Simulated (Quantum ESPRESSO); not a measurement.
## Band energies of Na₃BrO

```
CELL_PARAMETERS angstrom
      4.53313     0.00000     0.00000
      0.00000     4.53313     0.00000
      0.00000     0.00000     4.53313
ATOMIC_POSITIONS crystal
  O  0.50000 0.50000 0.50000
  Na 0.00000 0.50000 0.50000
  Na 0.50000 0.00000 0.50000
  Na 0.50000 0.50000 0.00000
  Br 0.00000 0.00000 0.00000
```

PBEsol (pw.x of Quantum ESPRESSO, ONCV potentials, no spin-orbit coupling); path ΓXMΓRX,MR; energies in eV from the valence-band maximum.

```
k (1/Å)  point  band 16  band 17  band 18  band 19  band 20  band 21  band 22  band 23
-------  -----  -------  -------  -------  -------  -------  -------  -------  -------
0.00         Γ    -2.71    -2.71     0.00     0.00     0.00     1.96     4.89     4.89
0.23              -2.68    -2.68    -0.27    -0.04    -0.04     2.53     5.02     5.30
0.69         X    -2.59    -2.59    -0.79    -0.17    -0.17     4.23     5.51     5.87
0.92              -2.88    -2.57    -0.61    -0.21    -0.16     4.39     5.56     5.85
1.39         M    -3.53    -2.52    -0.27    -0.27    -0.13     4.50     4.60     7.28
1.58              -3.45    -2.54    -0.34    -0.25    -0.14     4.43     4.88     7.29
1.97              -2.99    -2.63    -0.43    -0.10    -0.09     3.24     5.39     5.82
2.37         Γ    -2.71    -2.71     0.00     0.00     0.00     1.96     4.89     4.89
2.54              -2.75    -2.74    -0.15    -0.02    -0.02     2.30     5.04     5.04
2.88              -2.99    -2.99    -0.35    -0.21    -0.21     3.93     6.06     6.06
3.05              -3.10    -3.10    -0.36    -0.36    -0.31     4.85     6.24     6.57
3.40              -3.20    -3.20    -0.65    -0.65    -0.59     5.83     6.11     6.11
3.57         R    -3.21    -3.21    -0.70    -0.70    -0.70     6.03     6.03     6.03
3.85              -3.21    -3.11    -0.60    -0.55    -0.46     5.59     6.20     6.31
4.13              -3.03    -2.85    -0.45    -0.38    -0.16     5.06     5.37     6.35
4.27              -2.85    -2.72    -0.56    -0.27    -0.14     4.59     5.54     5.91
4.55         X    -2.59    -2.59    -0.79    -0.17    -0.17     4.23     5.51     5.87
4.55         M    -3.53    -2.52    -0.27    -0.27    -0.13     4.50     4.60     7.28
4.89              -3.38    -2.90    -0.47    -0.47    -0.43     5.23     5.81     6.46
5.24         R    -3.21    -3.21    -0.70    -0.70    -0.70     6.03     6.03     6.03
```

The PBEsol gap is direct, 1.96 eV at Γ.

Spin-orbit splittings are left out. The cell is held in this high symmetry; tilts and polar distortions were not searched.

Geometry of the Materials Project entry, not relaxed at this level.

The structure is a Materials Project entry; no match was found in the copy of COD used, and its stability was not checked.
